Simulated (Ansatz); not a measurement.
Values for one crystal, relaxed and computed with the program Ansatz at the PBEsol level (PAW); other levels are named.

```yaml
volume_per_atom: 10.25 Å³
electronic_character: metallic (no gap)
Bulk modulus (Birch–Murnaghan fit): 249 GPa
Density of states at the Fermi level: 0.85 states/eV per atom (mean over ±0.08 eV)
Pressure derivative B′: 5.0
Formation energy from the elements (no fitted shifts): -0.54 eV/atom
```

### Question
Which compound is it?
(A) CoSbS, Pmn2_1 (Co on 2a, Sb on 2a, S on 2a)
(B) AlN, CsCl type
(C) Co2Si, Pnma (Si on 4c, Co on 4c, Co on 4c)
(D) TiSi2, Cmcm (Si on 4c, Si on 4c, Ti on 4c)

### Answer
C, Co2Si, Pnma (Si on 4c, Co on 4c, Co on 4c)

The cell was relaxed with PBEsol under the symmetry of its start. Magnetic state: ferromagnetic, the only order run, not a proven ground state. The references are the lowest solids computed at this level, not always the standard phases.

Potentials: the later of the program's two PAW sets.
